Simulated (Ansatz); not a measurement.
Relaxed-ion elastic tensor of Pd (bcc (W type), Im-3m) in GPa (Voigt order), r²SCAN in the plane-wave PAW code Ansatz; density 11.76 g/cm³, 15.03 Å³ per atom.

```
 162   190   190   0.0   0.0   0.0
 190   162   190   0.0   0.0   0.0
 190   190   162   0.0   0.0   0.0
 0.0   0.0   0.0  97.5   0.0   0.0
 0.0   0.0   0.0   0.0  97.5   0.0
 0.0   0.0   0.0   0.0   0.0  97.5
```

**Question.** Is the crystal mechanically stable?

**Answer.** No: the smallest eigenvalue of C is -28.0 GPa.

The workflow started from a Materials Project entry (that database holds measured and hypothetical structures alike); the Crystallography Open Database copy checked does not list it. It is not the phase usual at ambient conditions (space group No. 225). The r²SCAN relaxation kept the symmetry of its start. At this level the phase is mechanically unstable. The run is not spin-polarised. As this level gives no gap, shear constants depend on the k-mesh and smearing (Fermi–Dirac, 0.1 eV here). On the denser mesh and wider smearing of the elastic run this cell carries a stress of 0.4 GPa.

Potentials: the later of the program's two PAW sets.
